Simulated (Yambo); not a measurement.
```xyz
3
Lattice="4.5407 0.0000 0.0000 -2.2704 3.9324 0.0000 0.0000 0.0000 16.7000" Properties=species:S:1:pos:R:3 pbc="T T T"
I      0.0000     2.6216     1.8527
I      2.2704     1.3108    -1.8527
Pb     2.2704     3.9324     0.0000
```

Response from Yambo on PBEsol (pw.x of Quantum ESPRESSO, ONCV potentials, with spin-orbit coupling) bands: 12×12×1 mesh, 142 bands, 2 Ry local-field block, 0.2 eV broadening.

**Question.** Give the static in-plane polarisability without and with local fields.

**Answer.** 
```csv
field along,"α(0), independent particles (Å)","α(0), RPA with local fields (Å)",screening length 2πα (Å)
x,4.07,3.47,21.8
```
Electronic (clamped-ion) response only. PBEsol gaps are usually too small, which raises these values. Convergence of the RPA response with its 12×12×1 mesh was not tested.

Geometry relaxed with PBEsol.
